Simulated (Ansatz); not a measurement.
PtAu:
```xyz
2
Lattice="2.7611 0.0000 0.0000 -1.3805 2.3912 0.0000 0.0000 0.0000 4.7422" Properties=species:S:1:pos:R:3 pbc="T T T"
Pt     1.3805     0.7971     0.0000
Au     0.0000     0.0000     2.3711
```

Relaxed with LDA. Special points in fractions of this cell's reciprocal vectors: Γ (0.000, 0.000, 0.000); M (0.500, 0.000, 0.000); K (0.333, 0.333, 0.000); A (0.000, 0.000, 0.500); L (0.500, 0.000, 0.500); H (0.333, 0.333, 0.500).

Q: List the band energies nearest the Fermi level at these points for LDA in the plane-wave PAW code Ansatz.

A: In eV from the Fermi level; about four levels below and three above (degenerate sets whole), none deeper than 8.9 eV; … stands for higher levels left out; points with the same levels are listed once.

```tsv
k	below	above
Γ	-2.83 -2.83 -0.94 -0.50 -0.50	4.19 15.12 …
M	-3.62 -2.86 -1.22 -0.44	0.58 1.56 3.28
K	-2.89 -1.53 -1.20 -1.04	3.51 4.11 5.27
A	-2.03 -2.03 -0.67 -0.67	11.54 11.99 …
L	-1.75 -1.69 -1.15 -0.97	0.58 1.00 1.55
H	-2.83 -2.72 -1.17 -0.38	5.67 5.70 6.25
```

Space group P-6m2. The first step of the workflow began from a Materials Project structure, measured or hypothetical; the Crystallography Open Database copy checked does not list it. With Pt and Au taken as one species the cell has the higher symmetry P6_3/mmc, so it may be an ordered model of a mixed-site phase. Whether it is the stable phase at ambient conditions was not checked. The LDA relaxation kept the symmetry of its start; its stability against distortions is not shown here. No spin polarisation was allowed. Scalar-relativistic: spin–orbit coupling is off unless named, which matters more the heavier the elements.

Potentials: the later of the program's two PAW sets.
